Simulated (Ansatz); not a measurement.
HfO₂ (fluorite, Fm-3m), a = 5.098 Å, b = 5.098 Å, c = 5.098 Å, α = 90.00°, β = 90.00°, γ = 90.00°; the cell used has 3 atoms.

Relaxed with PBE. The program Ansatz at the PBE level (PAW) gives a gap of 3.75 eV.

Q: What gap does HSE06 give on the same cell (Ansatz, PAW)?

A: 5.34 eV, 1.60 eV more. The hybrid was solved on a coarser mesh and at special points; its gap is the smallest among all of these.

```json
[
 {"k": "Γ", "v1 PBE": "-0.61", "c1 PBE": "3.85", "v1 HSE06": "…", "c1 HSE06": "…"},
 {"k": "X", "v1 PBE": "0.00", "c1 PBE": "3.75", "v1 HSE06": "0.00", "c1 HSE06": "5.34"},
 {"k": "L", "v1 PBE": "-1.82", "c1 PBE": "4.55", "v1 HSE06": "…", "c1 HSE06": "…"},
 {"k": "W", "v1 PBE": "-0.20", "c1 PBE": "4.75", "v1 HSE06": "…", "c1 HSE06": "…"},
 {"k": "K", "v1 PBE": "-0.33", "c1 PBE": "4.27", "v1 HSE06": "…", "c1 HSE06": "…"}
]
```

Q: Top valence (v1) and lowest conduction level (c1) in eV from each method's valence maximum (which need not be a listed point): supply the withheld HSE06 values.

A: 
- L, v1 HSE06: -1.99
- L, c1 HSE06: 6.27
- K, v1 HSE06: -0.36
- K, c1 HSE06: 5.89
- Γ, v1 HSE06: -0.67
- Γ, c1 HSE06: 5.51
- W, v1 HSE06: -0.22
- W, c1 HSE06: 6.41

Cost on shared cores: the PBE run (SCF on a 9×9×9 mesh, then bands and DOS) very roughly 9 core-seconds, the HSE06 run (SCF on 7×7×7, then a few points) roughly 2.2 core-minutes; the tasks are unlike.

This is a known high-temperature phase of the composition, computed here at zero pressure and temperature. The PBE relaxation kept the symmetry of its start. At this level the phase is dynamically unstable (imaginary phonons). No spin polarisation was allowed. Scalar-relativistic: spin–orbit coupling is off unless named, which matters more the heavier the elements.

Potentials: the later of the program's two PAW sets.
